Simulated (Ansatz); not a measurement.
Relaxed SnO$_{2}$ (rutile):

```
CELL_PARAMETERS angstrom
      4.82755     0.00000     0.00000
      0.00000     4.82755     0.00000
      0.00000     0.00000     3.23815
ATOMIC_POSITIONS crystal
  Sn 0.00000 0.00000 0.00000
  Sn 0.50000 0.50000 0.50000
  O  0.30658 0.30658 0.00000
  O  0.80658 0.19342 0.50000
  O  0.19342 0.80658 0.50000
  O  0.69342 0.69342 0.00000
```

Level of theory: PBE (plane waves to 420 eV, PAW, scalar-relativistic; Ansatz, a first-principles code). k mesh 6×6×8 (Γ-centred), Fermi-Dirac smearing 0.05 eV. SnO2 was relaxed with its symmetry unable to fall.

One atom of the cell was then moved (with its periodic images), all else fixed, and the forces (eV/Å) came out as:

| atom | Fx | Fy | Fz |
|---|---|---|---|
| Sn1 | -0.092 | -0.368 | 0.000 |
| Sn2 | 0.037 | 0.263 | 0.000 |
| O3 | -0.009 | -0.705 | 0.000 |
| O4 | -0.029 | -0.096 | 0.000 |
| O5 | 0.949 | 0.962 | 0.000 |
| O6 | -0.857 | -0.056 | 0.000 |

Which atom was moved, and by which vector (Å)?

O5, by (-0.24, -0.24, 0.00), 0.34 Å in all.

(For displaced atoms, the force is minus the slope of the energy, and its curvature is a force constant, which sets phonon frequencies.)
